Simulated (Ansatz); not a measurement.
TaAg:
```xyz
4
Lattice="4.7364 0.0000 0.0000 0.0000 2.7673 0.0000 0.0000 0.0000 5.2810" Properties=species:S:1:pos:R:3 pbc="T T T"
Ag     1.1841     0.0000     4.5114
Ag     3.5523     0.0000     0.7696
Ta     1.1841     1.3836     1.8534
Ta     3.5523     1.3836     3.4276
```

Relaxed with r²SCAN.

Question: Give the Bader charges and basin volumes of the independent atoms, r²SCAN in the plane-wave PAW code Ansatz.

Answer: 

```tsv
atom	Bader charge (e)	Bader volume (Å³)
Ag1	-0.59	17.7
Ta3	+0.59	16.9
```

Space group Pmma. The start of the workflow was typed in or built on a structure type; neither database checked (COD, Materials Project) lists it. Its standing as an ambient phase is unchecked. Symmetry was held in the r²SCAN relaxation; its stability against distortions is not shown here. No spin polarisation was allowed. Its formation energy is positive at this level, so the cell may be metastable or incomplete. Spin–orbit coupling is left out wherever it is not named.

Potentials: the earlier of the program's two PAW sets.
